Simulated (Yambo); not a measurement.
**Convergence of the G0W0 gap of P monolayer**

G0W0@PBEsol for a free-standing P monolayer (symmetry Pmna, slab cell 15.1 Å high) in Yambo. Reference settings: 4×6×1 Γ-centred k mesh, 202 bands and a 8 Ry block in the screening, 202 bands in G with the Bruneval-Gonze terminator, plasmon pole fitted at 27.2 eV, slab-truncated Coulomb interaction, stochastic integration of W near q = 0. The PBEsol gap Γ → Γ on this mesh is 0.72 eV; G0W0 gaps are taken between the same points.

| change from the reference | G0W0 gap Γ → Γ (eV) | shift of the valence edge (eV) | rough Yambo cost |
|---|---|---|---|
| reference settings | 1.72 | -0.70 | 1 |
| 125 bands in W, 125 bands in G | 1.72 | -0.61 | within a factor of two |
| 67 bands in G | 1.71 | -0.63 | – |
| 86 bands in W | 1.72 | -0.57 | about 1/3 |
| no stochastic integration of W | 3.15 | -1.46 | – |
| 7 Ry block | 1.70 | -0.67 | within a factor of two |
| 67 bands in G, no terminator | 1.66 | -0.26 | – |
| no terminator | 1.70 | -0.59 | – |

The reference isn't shown to be the converged limit. Costs are rough (shared machines), scaled to the same edge states, and given only for runs that recompute the screening. Without the stochastic integration, the mesh misses the sharp change of W near q = 0 in a layer: the 1.43 eV of that row are a sampling artefact.

Geometry relaxed with PBEsol; primitive cell a = 4.4129 Å, b = 3.2968 Å, c = 15.1000 Å, α = β = γ = 90.00°.

A shift is the quasiparticle energy of the state minus its PBEsol energy.
